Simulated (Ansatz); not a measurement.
Input for Ansatz (plane-wave DFT, PAW):

```yaml
crystal:
  lattice:
    - [6.4063998092, 0.0, 0.0]
    - [0.0, 6.4063998092, 0.0]
    - [0.0, 0.0, 6.4063998092]
  atoms:
    - { symbol: Cs, position: [0.0, 0.0, 0.0] }
    - { symbol: Sn, position: [0.5, 0.5, 0.5] }
    - { symbol: I, position: [0.0, 0.5, 0.5] }
    - { symbol: I, position: [0.5, 0.0, 0.5] }
    - { symbol: I, position: [0.5, 0.5, 0.0] }
basis:
  ecutwfc: 420
kpoints:
  mp_grid: { grid: [6, 6, 6] }
hamiltonian:
  xc: pbe
scf:
  occupations: { method: gaussian, width: 0.02 }
output:
  forces: true
  stress: true
  eigenvalues: true
```

Run as
```bash
ansatz run input.yaml --threads 2 --pin off --max-ram 5120MiB --backend cpu --events-out ev --progress --plain --runs-dir out
```

All numbers below come from Ansatz 0.2.0, DFT PBE, scalar-relativistic, plane waves, PAW.

Abridged output (iterations and final results):

```
SCF iter   1: F=—  HF=-34238.445849 eV  |F-HF|=—  |Δ(HF+E_count)|=         —  Δρ=5.91e-4  dr2=1.75e-3  ethr=1.77e-3  ⟨swp⟩=9.8  Hψ=4232  notcnv=0
SCF iter   2: F=—  HF=-34238.444974 eV  |F-HF|=—  |Δ(HF+E_count)|=   8.75e-4  Δρ=4.27e-4  dr2=7.70e-4  ethr=2.37e-6  ⟨swp⟩=3.0  Hψ=2268  notcnv=0  defer=54
SCF iter   3: F=—  HF=-34238.445123 eV  |F-HF|=—  |Δ(HF+E_count)|=   1.49e-4  Δρ=1.72e-4  dr2=1.43e-4  ethr=1.04e-6  ⟨swp⟩=3.2  Hψ=1669  notcnv=0  defer=34
automatic band count: iteration 3 solves 44 bands in place of 45: the levels show a gap, and the empty bands left out lie too high to hold charge; the band table lists the bands solved (type scf.n_extra_bands for more)
SCF iter   4: F=—  HF=-34238.445292 eV  |F-HF|=—  |Δ(HF+E_count)|=   1.69e-4  Δρ=6.37e-5  dr2=1.93e-5  ethr=1.94e-7  ⟨swp⟩=2.0  Hψ=1256  notcnv=0  defer=34
SCF iter   5: F=—  HF=-34238.445289 eV  |F-HF|=—  |Δ(HF+E_count)|=   3.16e-6  Δρ=2.57e-5  dr2=1.59e-6  ethr=2.61e-8  ⟨swp⟩=2.3  Hψ=1274  notcnv=0  defer=34
SCF iter   6: F=-34238.445289 eV  HF=-34238.445289 eV  |F-HF|=5.10e-8  |Δ(HF+E_count)|=   4.11e-7  Δρ=6.23e-6  dr2=8.43e-8  ethr=1.35e-10  ⟨swp⟩=9.3  Hψ=4630  notcnv=0
SCF 1 converged in 6 iterations: F = -34238.445289 eV  dr2 = 8.43e-8
SCF converged after 6 iterations
Free energy (F): -34238.445289 eV
Harris-Foulkes:  -34238.445289 eV  (|F-HF|=5.10e-8)
Internal energy: -34238.445289 eV  (E = F + TS)
E sigma→0 (E₀):  -34238.445289 eV
Fermi energy:    4.302862 eV
--- Per-component energies (eV) ---
  E_band       = -1483.809400
  E_kinetic    = 889.574268
  E_local      = -9126.985432  (includes V_loc(G=0)·N_el)
  E_nonlocal   = -275.264347
  E_hartree    = 4627.142432
  E_xc         = -940.073233
  E_vxc        = -606.201549  (∫ρ·V_xc dr)
  E_paw        = -23647.727043  (= ΣΔE_a)
  E_vpaw       = -1619.196283  (= ΣTr[D̂ρ^β])
  E_aug_tail   = -0.000013  (compensation charges beyond the density's cutoff)
  E_ewald      = -5765.111921
  E_smearing   =  0.000000  (= −TS)
--- Forces (eV/Å), atoms counted from 1 ---
  atom   1  Cs     0.00000000     0.00000000     0.00000000
  atom   2  Sn     0.00000000     0.00000000     0.00000000
  atom   3  I      0.00000000     0.00000000     0.00000000
  atom   4  I      0.00000000     0.00000000     0.00000000
  atom   5  I      0.00000000     0.00000000     0.00000000
--- Stress (GPa, compression-positive) ---
       -0.771841       0.000000       0.000000
        0.000000      -0.771841       0.000000
        0.000000       0.000000      -0.771841
  P = ⅓ Tr σ = -0.7718 GPa (-7.718 kbar)
--- Band table (eV; the first three rows and the last of 20) ---
  k-point 0: bands = ["-40.6541", "-40.6539", "-40.6539", "-40.6157", "-40.6157", "-40.6157", "-40.6154", "-40.6154", "-40.6154", "-40.5083", "-40.5083", "-40.5083", "-40.5078", "-40.5078", "-40.5076", "-17.9820", "-17.8892", "-17.8892", "-17.8799", "-17.8799", "-17.8799", "-8.5522", "-8.0089", "-8.0089", "-4.7588", "-4.7588", "-4.7588", "-2.0186", "0.0616", "0.0616", "0.0616", "2.2056", "2.2056", "2.2056", "2.3170", "2.3170", "2.3170", "6.5604", "7.6555", "7.6555", "8.0027", "8.0027", "8.0027", "8.4818"]
  k-point 1: bands = ["-40.6541", "-40.6539", "-40.6539", "-40.6157", "-40.6157", "-40.6157", "-40.6154", "-40.6154", "-40.6154", "-40.5083", "-40.5083", "-40.5083", "-40.5078", "-40.5078", "-40.5077", "-17.9820", "-17.8892", "-17.8890", "-17.8799", "-17.8799", "-17.8799", "-8.5238", "-8.0400", "-8.0084", "-4.7579", "-4.7579", "-4.7562", "-2.2432", "0.0855", "0.0855", "0.5013", "2.1650", "2.1650", "2.1734", "2.2848", "2.2848", "2.2902", "6.8066", "7.6403", "7.7928", "7.8551", "8.0878", "8.1368", "8.1368"]
  k-point 2: bands = ["-40.6541", "-40.6540", "-40.6539", "-40.6157", "-40.6156", "-40.6156", "-40.6154", "-40.6154", "-40.6154", "-40.5083", "-40.5083", "-40.5083", "-40.5078", "-40.5078", "-40.5077", "-17.9819", "-17.8892", "-17.8886", "-17.8800", "-17.8800", "-17.8799", "-8.4512", "-8.1178", "-8.0074", "-4.7560", "-4.7560", "-4.7513", "-2.5623", "0.1366", "0.1366", "1.2769", "2.0591", "2.0591", "2.1117", "2.2453", "2.2453", "2.3814", "6.1699", "7.4286", "8.1178", "8.2188", "8.2188", "8.3322", "8.3380"]
  k-point 19: bands = ["-40.6540", "-40.6540", "-40.6540", "-40.6155", "-40.6155", "-40.6155", "-40.6155", "-40.6155", "-40.6155", "-40.5083", "-40.5082", "-40.5082", "-40.5077", "-40.5077", "-40.5077", "-17.9814", "-17.8881", "-17.8881", "-17.8801", "-17.8801", "-17.8801", "-8.1697", "-8.1697", "-8.1697", "-4.7712", "-4.7712", "-4.7712", "-3.7818", "1.3888", "1.3888", "1.3888", "1.9656", "1.9656", "2.7023", "2.7023", "2.7023", "3.9518", "4.6546", "4.6546", "4.6546", "7.4371", "8.4175", "8.4175", "8.4175"]
```

The calculation finished and met its thresholds.

The run took 4.8 s on 2 threads of Oxide Virtual Turin-like Processor (Zen 5), with other jobs on the host, peak memory 0.67 GiB.